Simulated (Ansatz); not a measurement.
What does Ansatz print for the nuclei with this input?

The cell is a Materials Project structure (computed, not necessarily an observed phase).

```yaml
crystal:
  lattice:
    - [6.0523753162, 0.0, 0.0]
    - [2.1388468241, 5.6839061695, 0.0]
    - [2.9207306617, -0.7132228831, 8.0961289919]
  atoms:
    - { symbol: Ca, position: [0.734871, 0.783243, 0.845494] }
    - { symbol: Ca, position: [0.265129, 0.216757, 0.154506] }
    - { symbol: Ca, position: [0.191374, 0.727424, 0.018824] }
    - { symbol: Ca, position: [0.808626, 0.272576, 0.981176] }
    - { symbol: Ca, position: [0.059537, 0.733939, 0.43118] }
    - { symbol: Ca, position: [0.940463, 0.266061, 0.56882] }
    - { symbol: Ca, position: [0.57185, 0.209608, 0.379276] }
    - { symbol: Ca, position: [0.42815, 0.790392, 0.620724] }
    - { symbol: Ru, position: [0.614726, 0.70094, 0.243248], spin: 2.0 }
    - { symbol: Ru, position: [0.385274, 0.29906, 0.756752], spin: 2.0 }
    - { symbol: "N", position: [0.301612, 0.982053, 0.383223] }
    - { symbol: "N", position: [0.698388, 0.017947, 0.616777] }
    - { symbol: "N", position: [0.731399, 0.944837, 0.109897] }
    - { symbol: "N", position: [0.268601, 0.055163, 0.890103] }
    - { symbol: "N", position: [0.419214, 0.521191, 0.202364] }
    - { symbol: "N", position: [0.580786, 0.478809, 0.797636] }
    - { symbol: "N", position: [0.171509, 0.503671, 0.661618] }
    - { symbol: "N", position: [0.828491, 0.496329, 0.338382] }
magnetization:
  spin_polarized: true
kpoints:
  mp_grid: { grid: [6, 6, 4] }
scf:
  occupations: { method: fermi_dirac, width: 0.05 }
hamiltonian:
  xc: r2scan
  pseudopotentials: { kind: paw }
output:
  forces: true
  stress: true
  populations: true
  efg:
    quadrupole_moments_barn: { Ca: -0.0408, Ru: 0.079, "N": 0.02044 }
    contact_densities: true
  write_density: true
  write_potential: true
  elf: true
  volumetric_format: npy
```

```sh
ansatz run input.yaml --threads 2 --pin off --max-ram 5120MiB --backend cpu --events-out ev --progress --plain --runs-dir out
```

Of the output, the block on the nuclei alone is shown; the set-up, the SCF iterations, energies, forces and stress are cut. One atom of each set with nearly equal values is shown.

```
--- PAW observables at the nuclei: V_zz in 10²¹ V/m², potentials from the cell's mean, atoms counted from 1 ---
  atom   1  Ca V_zz =    -2.241671   η = 0.4377   by run symmetry: allowed   C_q = +2.2115 MHz
            electrostatic potential = -2216.588872 V   contact ρ = 41204.685876 e/Å³   contact ρ_s (e/Å³): all electrons +0.000002, valence +0.000002
  atom   3  Ca V_zz =    -5.004716   η = 0.9774   by run symmetry: allowed   C_q = +4.9374 MHz
            electrostatic potential = -2216.580151 V   contact ρ = 41204.747944 e/Å³   contact ρ_s (e/Å³): all electrons -0.000006, valence -0.000007
  atom   5  Ca V_zz =    +5.810485   η = 0.7746   by run symmetry: allowed   C_q = -5.7323 MHz
            electrostatic potential = -2217.015517 V   contact ρ = 41205.058918 e/Å³   contact ρ_s (e/Å³): all electrons -0.000007, valence -0.000007
  atom   7  Ca V_zz =    +3.859601   η = 0.4641   by run symmetry: allowed   C_q = -3.8076 MHz
            electrostatic potential = -2216.680370 V   contact ρ = 41204.276346 e/Å³   contact ρ_s (e/Å³): all electrons +0.000003, valence +0.000003
  atom   9  Ru V_zz =   +21.002487   η = 0.2600   by run symmetry: allowed   C_q = +40.1192 MHz
            electrostatic potential = -6789.780509 V   contact ρ = 719003.159230 e/Å³   contact ρ_s (e/Å³): all electrons -0.000083, valence -0.000038
  atom  11  N  V_zz =    +4.874124   η = 0.6831   by run symmetry: allowed   C_q = +2.4090 MHz
            electrostatic potential = -516.901080 V   contact ρ = 1412.683125 e/Å³   contact ρ_s (e/Å³): all electrons -0.000003, valence -0.000007
  atom  13  N  V_zz =    -4.169073   η = 0.3237   by run symmetry: allowed   C_q = -2.0605 MHz
            electrostatic potential = -516.597031 V   contact ρ = 1412.690008 e/Å³   contact ρ_s (e/Å³): all electrons +0.000000, valence -0.000001
  atom  15  N  V_zz =    -4.359046   η = 0.8404   by run symmetry: allowed   C_q = -2.1544 MHz
            electrostatic potential = -516.706981 V   contact ρ = 1412.530662 e/Å³   contact ρ_s (e/Å³): all electrons -0.000002, valence -0.000001
  atom  17  N  V_zz =    +1.370662   η = 0.6928   by run symmetry: allowed   C_q = +0.6774 MHz
            electrostatic potential = -515.731609 V   contact ρ = 1413.511818 e/Å³   contact ρ_s (e/Å³): all electrons -0.000000, valence +0.000006
```

The run took 13 min of wall time (26 min of CPU time) and 3.5 GiB at its peak, on 2 threads of Arm Neoverse V2 (aarch64; 8 cores open to the job, memory cap 5.0 GiB, no GPU), a shared host with a load of 0.4 a core.

The largest force is 0.6 eV/Å, so the atoms aren't at the calculated equilibrium and relaxing them would move these values. The program didn't check the stability of this electronic state in full, so a lower one may lie near. With no gap above 0.1 eV, as in a metal, the gradients converge slowly in k; expect changes of a tenth or more on a denser mesh. Without spin–orbit coupling (the program notes it for Ru) the gradients can shift somewhat, as the gap is small. With these PAW files V_zz is typically within 2 to 3 % of all-electron values, but misses above 10 % occur on Ru. Semilocal functionals make gaps too small and can close them, so the real compound need not be a metal. The start moments die out, and the run ends without spin.
